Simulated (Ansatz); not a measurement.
ZrO$_{2}$:
Space group P4₂/nmc, origin choice 1 (No. 137); a = b = 3.6013 Å, c = 5.2281 Å, α = β = γ = 90.00°

```
atom  site  symmetry       x       y       z
----  ----  --------  ------  ------  ------
Zr      2a      -4m2  0.0000  0.0000  0.0000
O       4d      2mm.  0.0000  0.5000  0.1968
```

Relaxed with r²SCAN. The program Ansatz at the r²SCAN level (PAW) gives a gap of 4.60 eV.

What gap does HSE06 give on the same cell (Ansatz, PAW)?

5.71 eV, 1.11 eV more. The hybrid was solved on a coarser mesh and at special points; its gap is the smallest among all of these.

| k | v1 r²SCAN | c1 r²SCAN | v1 HSE06 | c1 HSE06 |
|---|---|---|---|---|
| Γ | -0.11 | 4.60 | -0.09 | 5.71 |
| Z | -0.03 | 5.14 | [?] | [?] |
| M | -0.43 | 5.66 | -0.45 | 6.90 |
| A | -0.08 | 5.68 | [?] | [?] |
| R | -0.86 | 5.07 | [?] | [?] |
| X | -0.12 | 4.97 | [?] | [?] |

Top valence (v1) and lowest conduction level (c1) in eV from each method's valence maximum (which need not be a listed point): supply the withheld HSE06 values.


- A, v1 HSE06: -0.06
- A, c1 HSE06: 6.92
- X, v1 HSE06: -0.13
- X, c1 HSE06: 6.12
- Z, v1 HSE06: 0.00
- Z, c1 HSE06: 6.31
- R, v1 HSE06: -0.92
- R, c1 HSE06: 6.24

Cost on shared cores: the r²SCAN run (SCF on a 8×8×6 mesh, then bands and DOS) roughly 70 core-seconds, the HSE06 run (SCF on 5×5×3, then a few points) roughly 120 core-seconds; the tasks are unlike.

Space group P4_2/nmc. This is a known high-temperature phase of the composition, computed here at zero pressure and temperature. The cell was relaxed with r²SCAN under the symmetry of its start; whether a distortion lowers the energy is not shown. The run is not spin-polarised. Scalar-relativistic: spin–orbit coupling is off unless named, which matters more the heavier the elements.

Potentials: the later of the program's two PAW sets.
